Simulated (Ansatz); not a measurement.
# Equation of state of W

```cif
data_structure
_symmetry_space_group_name_H-M 'Fm-3m'
_symmetry_Int_Tables_number 225
_cell_length_a 3.9771
_cell_length_b 3.9771
_cell_length_c 3.9771
_cell_angle_alpha 90.000
_cell_angle_beta 90.000
_cell_angle_gamma 90.000
_cell_volume 62.91
loop_
_atom_site_label
_atom_site_type_symbol
_atom_site_symmetry_multiplicity
_atom_site_Wyckoff_symbol
_atom_site_fract_x
_atom_site_fract_y
_atom_site_fract_z
_atom_site_occupancy
W1 W 4 a 0.00000 0.00000 0.00000 1
```

The runs use the primitive cell with vectors (0.000, 1.989, 1.989), (1.989, 0.000, 1.989), (1.989, 1.989, 0.000) Å, to which the k mesh refers.

The cell comes from COD entry 1534935, which wasn't checked; take it as a given geometry. The listed cell was then made from it by scaling, straining or moving an atom.

Spin–orbit coupling is left out, though it moves levels of the heavy atoms by tenths of an eV or more.

Levels of theory: DFT, PBEsol, all-electron LAPW, scalar-relativistic (Ansatz 0.2.0); DFT, PBEsol, PAW with Ansatz's default frozen-core files, scalar-relativistic (Ansatz 0.2.0).

For LAPW: a Γ-centred 14×14×14 k mesh, Fermi–Dirac smearing of 0.05 eV, basis error target 1 meV/atom, no spin polarisation. PAW takes a cutoff of 420 eV at this cell (files made with PBE, cores remade for this functional). The Ansatz runs share mesh, smearing and spin set-up. Plane-wave (PAW) pressures include the program's estimate of the Pulay term.

The cell above is scaled evenly, with fractional coordinates and shape held.

**Question.** Estimate the equilibrium volume and bulk modulus that full-potential LAPW gives for this fixed shape.

**Answer.** V0 = 15.99 Å³/atom, B0 = 302 GPa, B0′ = 4.1, from a third-order Birch–Murnaghan fit to these pressures:
```
V/V(cell)  V (Å³/atom)  P, LAPW (GPa)  P, PAW (GPa)  free energy over the lowest listed, PAW (meV/atom)
   1.0000       15.727           5.08          5.05                                                 3.6
   1.0213       16.062          -1.41         -1.47                                                 0.0
   1.0426       16.396          -7.26         -7.34                                                 9.3
   1.0532       16.564          -9.96        -10.05                                                18.4
   1.0745       16.898         -14.95        -15.06                                                44.7
   1.0851       17.065         -17.25        -17.36                                                61.7
   1.1064       17.400         -21.49        -21.61                                               102.4
   1.1277       17.735         -25.28        -25.41                                               151.6
```

PAW's V0 lies -0.02 % from the all-electron value and its B0 0.5 %. Symmetry fixes shape and coordinates here, so this is the relaxed modulus.
